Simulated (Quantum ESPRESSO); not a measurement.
# TiTaHfO5F3: a curve over strain

A calculation, not a measurement. The program is pw.x of Quantum ESPRESSO 7.5 (plane-wave density functional theory). The cell is made up: 11 atoms on a rutile lattice with one site empty, with randomly drawn elements, strain and displacements, not relaxed. PseudoDojo standard norm-conserving files (v0.5 for PBE, v0.4.1 for LDA and PBEsol) set the functional; there is no spin polarisation, spin-orbit coupling or dispersion term, and the masses in the input are unused placeholders.

The hafnium pseudopotential is less sure than the others, with forces about 3 percent (worst 6) and pressure in oxides about 1.5 GPa (worst 2.7) from a second method in checks, which no rerun with the same files tests.

Seven runs add a strain to one cell (along z); the atoms follow the cell and are not relaxed. Stress in the table is positive in tension.

Input of the run at +0.0002:

```
&control calculation='scf', pseudo_dir='./dojo.nc.sr.pbe.v0_5.standard.upf', outdir='./o', disk_io='medium', tprnfor=.true., tstress=.true. /
&system ibrav=0, nat=11, ntyp=5, nbnd=50, ecutwfc=84.00895049, nosym=.true., tot_charge=0,
 occupations='smearing', smearing='fd', degauss=0.0018374661
/
&electrons conv_thr=7.350e-09, electron_maxstep=60, /
ATOMIC_SPECIES
F 1.0 F.upf
Hf 1.0 Hf.upf
O 1.0 O.upf
Ta 1.0 Ta.upf
Ti 1.0 Ti.upf
CELL_PARAMETERS angstrom
4.6861 0.0 0.0
0.0 4.6861 0.0
0.0 0.0 6.0951
ATOMIC_POSITIONS angstrom
Ti 0.2505 -0.003 -0.2209
Ta -0.1427 -0.0024 2.982
Hf 2.4369 2.3401 4.4982
O 1.4145 1.4928 -0.1728
O 3.3568 3.2473 -0.1135
O 3.7579 1.0167 1.3699
F 0.9851 3.7562 1.6595
F 1.5285 1.4383 3.1714
F 3.4776 3.2525 3.0308
O 3.7027 0.908 4.6233
O 1.0097 3.721 4.4817
K_POINTS automatic
5 5 4 1 1 1
```

| added strain | free energy less that of the input shown (eV) | stress xx (GPa) | stress yy (GPa) | stress zz (GPa) | stress xy (GPa) | pressure (GPa) | next band up at Gamma (eV) | iterations |
| --- | --- | --- | --- | --- | --- | --- | --- | --- |
| -0.0248 | 0.1975 | -17.59 | -19.75 | -14.62 | -2.46 | 17.32 | 1.293 | 17 |
| -0.0202 | 0.1443 | -16.76 | -18.95 | -12.62 | -2.34 | 16.11 | 1.292 | 17 |
| -0.0160 | 0.1040 | -16.02 | -18.25 | -10.85 | -2.23 | 15.04 | 1.291 | 17 |
| -0.0122 | 0.0712 | -15.37 | -17.63 | -9.28 | -2.14 | 14.09 | 1.289 | 18 |
| -0.0090 | 0.0485 | -14.84 | -17.12 | -7.99 | -2.06 | 13.32 | 1.288 | 18 |
| +0.0002 | 0.0000 | -13.35 | -15.70 | -4.43 | -1.83 | 11.16 | 1.281 | 17 |
| +0.0217 | -0.0101 | -10.21 | -12.68 | 3.14 | -1.34 | 6.58 | 1.254 | 18 |

A cubic fit gives a slope of stress zz against the added strain of 377 GPa at zero added strain, with the atoms clamped. Across the table the free energy follows the integral of the stress to within 1.6 meV. A rerun of one of the cells at a cutoff of 1437 eV and k mesh 7 x 7 x 6 moved values by no more than 0.004 eV in energy, 0.03 GPa in stress and 0.002 eV/Å in force. The band column is the level of band 45 at Gamma less that of band 44, whose number is half the electron count, rounded up; it comes from a band step after each run.